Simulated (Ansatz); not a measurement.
## Infrared and ultraviolet windows

A window passes light between its electronic edge and the onset of multiphonon absorption; heavy ions push the second out, at a cost in hardness.

The yardstick is sapphire. The long-wave limit is put at 2 times the highest longitudinal optical frequency, where two-phonon absorption ends; thick plates already absorb at somewhat shorter wavelengths.

Data:

Methods, by column (Ansatz, a plane-wave PAW program): gap: HSE06, on its own or a semilocal cell; ω_LO: LDA, linear response at the zone centre; ε∞: LDA, linear response, mean over directions (which differ by under 30 %). Cells of the HSE06 gaps: its own cell for 4H-GaN, sapphire; the r²SCAN cell for polar orthorhombic HfO2, β-Si3N4.

Model: short edge = 1.2398 μm·eV/E_g; long limit = 10⁴/(2 ω_LO); octaves = log₂(long/short); Fresnel loss = ((n − 1)/(n + 1))², n = √ε∞.

| crystal | E_g (eV) | ω_LO (cm⁻¹) | ε∞ | short-wave edge (μm) | long-wave limit (μm) | octaves | loss per surface (%) |
|---|---|---|---|---|---|---|---|
| 4H-GaN | 3.10 | 733 | 5.73 | 0.3999 | 6.821 | 4.1 | 16.9 |
| polar orthorhombic HfO2 (Pca2₁) | 6.08 | 792 | 5.15 | 0.2039 | 6.313 | 5.0 | 15.1 |
| sapphire (α-Al2O3), reference | 8.16 | 898 | 3.23 | 0.1519 | 5.568 | 5.2 | 8.1 |
| β-Si3N4 | 5.77 | 1135 | 4.26 | 0.2149 | 4.405 | 4.4 | 12.1 |

Model phases, started by placing the elements on a structure type or from a typed cell, with no claim that they are known: 4H-GaN. Runs started from generated or typed cells of the structure named: polar orthorhombic HfO2 (for some of its values); sapphire (for some of its values); β-Si3N4 (for some of its values). Over 15 meV/atom above the lowest phase of their formula at hand: polar orthorhombic HfO2 (21 meV/atom, r²SCAN). Spin–orbit coupling is left out unless named; in separate runs it moves the gap by polar orthorhombic HfO2 −0.05 eV (r²SCAN); it moves the gap of 4H-GaN by under 0.05 eV.

Worked example:

The steps for β-Si3N4:

1. short-wave edge: 1.2398/5.77 = 0.2149 μm
2. long-wave limit: 10⁴/(2 × 1135) = 4.405 μm
3. octaves: log₂(4.405/0.2149) = 4.4
4. loss per surface: 100 × ((√4.26 − 1)/(√4.26 + 1))² = 12.1 %

Result:

By long-wave limit (highest first): 4H-GaN (6.821 ± 0.20), polar orthorhombic HfO2 (6.313 ± 0.19), sapphire (5.568 ± 0.17), β-Si3N4 (4.405 ± 0.13). The ± follows from allowances picked for this note (ω_LO 3 %), carried to first order and added in quadrature; ≈ joins neighbours closer than their two ± added in quadrature. 2 of the 3 others clearly beat the reference on this figure.

Caveats:

Stability in moist air and impurity bands are not computed, and an indirect edge absorbs weakly at first. ε∞ is the long-wavelength electronic value; dispersion raises indices towards the gap. HSE06 gaps come from coarse meshes and special points. Where several phases of a formula are at hand, those over 0.1 eV/atom above the lowest were not drawn (by r²SCAN where it compared them, else by the largest value; a layered or molecular lowest phase counts only with a dispersion term); other phases could lie lower still. Crystals of Pb, Bi, Tl or Hg, those whose gap spin–orbit coupling moves by over 0.3 eV, and those of Te, I or Sb with no such test at hand were not drawn. The rows are a sample and no shortlist: familiar crystals first, some related and some not, whatever their agreement with measurement; tables with many equal figures were not kept. Limits of the draw: gap over 1.2 eV, no hydrogen; for ε, a gap over 0.5 eV at its level, values under 300, no layered crystals; no unfamiliar magnets, and cubic perovskites only if shown or known to be stable. As a rule kept out of such tables: 4f compounds, open-shell compounds run without a Hubbard term, cells found unstable in the tests at hand, cells close to a higher symmetry, and runs set to a pressure or over 12 % in volume from the crystal's fullest run.
